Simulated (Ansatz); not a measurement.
LiH: excitons and shallow donors from band masses and screening

All numbers below come from Ansatz 0.2.0, DFT r2SCAN, scalar-relativistic, plane waves, PAW.

Cutoff 500 eV; k points 10×10×10 on the computed 2-atom cell (Γ-centred); Gaussian smearing, width 0.02 eV; no spin polarisation.

Relaxed cell: Fm-3m, a = 4.005 Å, b = 4.005 Å, c = 4.005 Å, α = 90.00°, β = 90.00°, γ = 90.00°, 2 atoms in the primitive cell.

The calculation gives a Kohn–Sham gap of 3.63 eV, an electron mass of 0.308 mₑ and a hole mass of 0.467 mₑ (harmonic means over x, y, z and over the bands degenerate at each edge), and ε∞ = 3.81 (independent particles, mean of the diagonal). The masses depend on direction at the band edges, which the isotropic model averages.

Question: Estimate the binding energy and radius of a Wannier–Mott exciton and of a shallow donor, and say whether the hydrogenic model can hold.

Answer: The reduced mass is μ = mₙmₕ/(mₙ + mₕ) = 0.185 mₑ, with mₙ and mₕ the band masses. With E_b = 13.606 eV × μ/ε² and a = 0.529 Å × ε/μ (μ in mₑ) the exciton has E_b = 174 meV and a = 10.9 Å. For a donor μ is the electron mass: 289 meV and 6.6 Å. The exciton's radius is 4 times the shortest lattice vector (2.83 Å), so the continuum picture is reasonable. In a polar crystal the ions screen too, so a state bound more weakly than an optical phonon feels the larger static constant, which lowers the energy and widens the orbit. The other way, the small Kohn–Sham gap and the missing local fields make ε∞ too large and the masses tend to be too light, which underbinds.